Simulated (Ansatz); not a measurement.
The relaxed structure here is a generated cell of Nb: the first start was made by placing the elements on the sites of a structure type, and the end was not matched to a known phase here, so it may be hypothetical. Known forms of Nb include space group No. 229.

A relaxed cell of Nb (P6/mmm (No. 191)), relaxed on a k-mesh at least as fine as the one used below. Method: PBEsol (plane waves to 420 eV, PAW, scalar-relativistic; Ansatz, a program for electronic structure). Γ-centred k-mesh 4×8×12 on the run's cell (coarser than for final values), Fermi–Dirac smearing 0.05 eV.

```
CELL_PARAMETERS angstrom
      9.65866     0.00000     0.00000
     -2.41467     4.18232     0.00000
      0.00000     0.00000     2.65032
ATOMIC_POSITIONS crystal
  Nb 0.00000 0.00000 0.00000
  Nb 0.50000 0.00000 0.00000
  Nb 0.16667 0.66667 0.50000
  Nb 0.66667 0.66667 0.50000
  Nb 0.33333 0.33333 0.50000
  Nb 0.83333 0.33333 0.50000
```

The atoms are displaced along an unstable phonon of this cell by (Å):

```json
[
 {"atom": "Nb1", "ux": "0.000", "uy": "0.000", "uz": "-0.021"},
 {"atom": "Nb2", "ux": "0.000", "uy": "0.000", "uz": "0.021"},
 {"atom": "Nb3", "ux": "0.000", "uy": "0.000", "uz": "0.150"},
 {"atom": "Nb4", "ux": "0.000", "uy": "0.000", "uz": "-0.150"},
 {"atom": "Nb5", "ux": "0.000", "uy": "0.000", "uz": "-0.150"},
 {"atom": "Nb6", "ux": "0.000", "uy": "0.000", "uz": "0.150"}
]
```

Task: What forces (eV/Å) and pressure result?

Result: 
| atom | Fx | Fy | Fz |
|---|---|---|---|
| Nb1 | 0.00 | 0.00 | -0.04 |
| Nb2 | 0.00 | 0.00 | 0.04 |
| Nb3 | 0.12 | 0.07 | 0.66 |
| Nb4 | 0.12 | 0.07 | -0.66 |
| Nb5 | -0.12 | -0.07 | -0.66 |
| Nb6 | -0.12 | -0.07 | 0.66 |

Pressure -0.3 GPa.

Task: Estimate the energy cost of the displacement in the harmonic approximation and compare with the calculation.

Result: For a harmonic well ΔE = −½ Σ F·u = -0.198 eV a cell, or -33 meV/atom. The calculated energy relative to the undisplaced cell is -0.04 eV/atom, so the harmonic estimate holds well.

The undisplaced cell is probably no minimum: from this displacement the run went on to Pmmn (No. 59), 0.12 eV/atom below it.

No spin polarisation in the result.
